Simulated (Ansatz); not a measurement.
## What DFT gives for Rb2CuRh2Br2

```yaml
crystal:
  lattice:
    - [0.00000, 7.04770, 0.00000]
    - [7.90798, -3.52385, 0.00000]
    - [0.00000, 0.00000, -7.06521]
  atoms:
    - { symbol: Rb, position: [0.36720, 0.73440, 0.00000] }
    - { symbol: Rb, position: [0.13280, 0.26560, 0.50000] }
    - { symbol: Rb, position: [0.63280, 0.26560, 0.00000] }
    - { symbol: Rb, position: [0.86720, 0.73440, 0.50000] }
    - { symbol: Cu, position: [0.00000, 0.00000, 0.00000] }
    - { symbol: Cu, position: [0.50000, 0.00000, 0.50000] }
    - { symbol: Rh, position: [0.22100, 0.00000, 0.77900] }
    - { symbol: Rh, position: [0.27900, 0.00000, 0.27900] }
    - { symbol: Rh, position: [0.77900, 0.00000, 0.22100] }
    - { symbol: Rh, position: [0.72100, 0.00000, 0.72100] }
    - { symbol: Br, position: [0.15550, 0.31100, 0.00000] }
    - { symbol: Br, position: [0.34450, 0.68900, 0.50000] }
    - { symbol: Br, position: [0.84450, 0.68900, 0.00000] }
    - { symbol: Br, position: [0.65550, 0.31100, 0.50000] }
```

Method: PBE, no spin polarisation; PAW, plane waves to 420 eV, 5×5×5 Γ-centred mesh, fermi-dirac occupations (width 0.1 eV) (Ansatz 0.2.0), atoms fixed.

(1) Which element gives electrons and which takes them?

(2) Which atom feels the largest force, and which way?

(3) What do density and ELF say about some of the short contacts?

(4) Is the cell too large or too small?

(5) Is it stable against the elements?

(6) Is there a gap?

Origin: a known structure type with other elements, at an estimated volume, so it need not be a known compound. Caveats: many states at the Fermi level without spin polarisation, so a magnetic state may lie lower; atoms or cell far from equilibrium.

Results:

(1) Bader charges in e: Rb +0.73, Cu +0.28, Rh -0.29, Br -0.58. In the mean Rb gives up most and Br takes most.

(2) The largest is on Rh7 (and as large on other atoms): 2.86 eV/Å, components (0.00, 2.02, 2.03). It makes 180° with the line to a nearest neighbour, Cu5 at 2.21 Å, pointing away from it.

(3) Cu–Rh at 2.21 Å: least valence density 0.67 e/Å³ and ELF 0.22 there. Cu–Br at 2.46 Å: least valence density 0.40 e/Å³ and ELF 0.24 there. Rb–Rh at 3.27 Å: least valence density 0.10 e/Å³ and ELF 0.06 there. These are pseudo-fields; inside the PAW spheres they differ from the all-electron ones.

(4) The pressure is 2.6 GPa (compression positive), so with the atoms held at these fractions the cell would first expand; the forces are large, so a full relaxation may end otherwise.

(5) 0.28 eV an atom against the elements' usual phases (free molecules for gases, crystals otherwise, with no correction for O₂ or N₂), so at this geometry it isn't bound against them. Relaxing would lower it.

(6) It is a metal, with about 22 states/eV a cell as the mean within 0.25 eV of the Fermi level, mostly Rh d (73 %).
